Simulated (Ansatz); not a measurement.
# Ta: stationary points along a deformation path

Computed with DFT LDA, scalar-relativistic, plane waves, PAW (Ansatz 0.2.0). The runs took a 420 eV cutoff, a Γ-centred 22×22×22 mesh and Methfessel–Paxton smearing (0.02 eV). Spin–orbit coupling is left out, which can shift energies with elements as heavy as these. No spin polarisation. Energies are free energies at this smearing, counted from the undisturbed cell; pressure is positive in compression.

Zero of the scan (as given, not relaxed at this level; it stands at -9.1 GPa):

```
Ta
1.0
    -1.65128    1.65128    1.65128
     1.65128   -1.65128    1.65128
     1.65128    1.65128   -1.65128
Ta
1
Direct
  0.00000 0.00000 0.00000
```

At fixed volume and fractional coordinates, lengths along (0.000, 0.000, 1.000) are scaled against those across it; ρ is that ratio over its starting value. V = 18.010 Å³/atom. Δσ is the stress along the axis less the mean stress across it (compression positive).

| ρ | ΔE (meV/atom) | Δσ (GPa) | space group |
| --- | --- | --- | --- |
| 0.650 | 519.7 | 35.19 | I4/mmm |
| 0.707 | 373.0 | 19.01 | I4/mmm |
| 0.780 | 194.7 | 25.02 | I4/mmm |
| 0.850 | 76.6 | 12.43 | I4/mmm |
| 0.920 | 24.3 | 6.25 | I4/mmm |
| 0.960 | 6.0 | 4.19 | I4/mmm |
| 1.000 | 0.0 | 0.00 | Im-3m |
| 1.050 | 8.9 | -4.99 | I4/mmm |
| 1.100 | 35.3 | -9.89 | I4/mmm |
| 1.200 | 122.1 | -16.31 | I4/mmm |
| 1.300 | 219.9 | -14.48 | I4/mmm |
| 1.414 | 269.1 | -0.06 | Fm-3m |
| 1.500 | 247.5 | 8.49 | I4/mmm |

Problem. How does the stress give the slope of the energy, and where is the energy stationary?

Solution. Along the path d ln(length) is 2/3 d ln ρ on the axis and −1/3 d ln ρ across it, so dE/d ln ρ = −(2/3) V Δσ: the energy falls with ρ where Δσ is positive. Δσ vanishes or changes sign at ρ = 1.000 (Im-3m), a minimum at 0.0 meV/atom; at ρ = 1.414 (Fm-3m), a maximum at 269.1 meV/atom. Pairs of stationary points between two samples would go unseen, and could change a minimum read from distant neighbours into a maximum. At ρ = 1.000, 1.414 the cell is cubic, where symmetry alone makes the stress isotropic and the slope zero.

Problem. Which shear constant sets the curvature at ρ = 1?

Solution. For a cubic crystal E/V = (2/3) C (ln ρ)² with C = C′ = (C11 − C12)/2, so Δσ = −2C ln ρ. The parabola of Δσ against ln ρ through ρ = 0.960, 1 and 1.050 gives C ≈ 51 GPa with the ions clamped, rough because the steps are large. It is the stress–strain coefficient at this cell's pressure of -9.1 GPa, not the zero-pressure constant.

Problem. Integrate that slope from ρ = 1 to 0.850 by the trapezoid rule.

Solution. With V/N in Å³ and 1 eV/Å³ = 160.2 GPa the slopes at ρ = 1.000, 0.960, 0.920, 0.850 are 0, -314, -468, -932 meV/atom per unit of ln ρ. The steps add 6.4 + 16.6 + 55.4 = 78.5 meV/atom, against 76.6 from the energies; the trapezoid rule misses the curvature of the slope within each step.

In a metal these slopes depend on the k mesh and the smearing.

Cost: 13 runs of about 0.75 core-minutes in all, on AMD EPYC 9R45 (Zen 5) (shared hosts).